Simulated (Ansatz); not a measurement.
As:
```xyz
1
Lattice="-1.6574 1.6574 1.6574 1.6574 -1.6574 1.6574 1.6574 1.6574 -1.6574" Properties=species:S:1:pos:R:3 pbc="T T T"
As     0.0000     0.0000     0.0000
```

Relaxed with PBEsol. Special points in fractions of this cell's reciprocal vectors: Γ (0.000, 0.000, 0.000); H (0.500, -0.500, 0.500); N (0.000, 0.000, 0.500); P (0.250, 0.250, 0.250).

List the band energies nearest the Fermi level at these points for plane-wave PAW PBEsol (Ansatz code).

In eV from the Fermi level; about four levels below and three above (degenerate sets whole), none deeper than 8.9 eV; … stands for higher levels left out; points with the same levels are listed once.

| k | below | above |
|---|---|---|
| Γ | – | 6.26 6.26 6.26 |
| H | -6.45 -2.34 -2.34 -2.34 | … |
| N | -6.83 | 2.05 4.53 … |
| P | -3.43 -3.43 -3.43 | … |

Space group Im-3m (bcc (W type)). A made-up cell: these elements were put on the sites of a structure type; neither database checked (COD, Materials Project) lists it. It is not the phase usual at ambient conditions (space group No. 166). Symmetry was held in the PBEsol relaxation; whether a distortion lowers the energy is not shown. Scalar-relativistic: spin–orbit coupling is off unless named, which matters more the heavier the elements.

Potentials: the earlier of the program's two PAW sets. The files were generated under PBE; for other functionals the program regenerates the frozen cores, and for LDA and PBEsol the local potential too.
